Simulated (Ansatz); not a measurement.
Data:

SiO2:
```
SiO2
1.0
    5.03058     0.00000     0.00000
    0.00000     5.03058     0.00000
    0.00000     0.00000     7.01384
Si O
4 8
Direct
  0.29770   0.29770   0.00000
  0.79770   0.20230   0.75000
  0.20230   0.79770   0.25000
  0.70230   0.70230   0.50000
  0.23973   0.10114   0.17794
  0.73973   0.39886   0.57206
  0.26027   0.60114   0.07206
  0.76027   0.89886   0.67794
  0.89886   0.76027   0.32206
  0.39886   0.73973   0.42794
  0.60114   0.26027   0.92794
  0.10114   0.23973   0.82206
```

This is the PBEsol-relaxed structure.

Q: All from plane-wave PAW PBEsol (Ansatz code), unless another level is named. Give the formation energy from the elements (no fitted shifts).

A: -2.81 eV/atom.

Q: Give the weight of the conduction-edge state by species (Voronoi cells).

A: O 79 %, Si 21 %.

Q: What about the weight of the valence-edge state by species (Voronoi cells)?

A: O 98 %, Si 2 %.

Q: And the valence-band maximum?

A: at Γ.

Space group P4_12_12. The PBEsol relaxation kept the symmetry of its start; of distortions, only those at the zone centre were tested. The references are the lowest solids computed at this level, not always the standard phases (solids in place of the gases).

Potentials: the later of the program's two PAW sets.
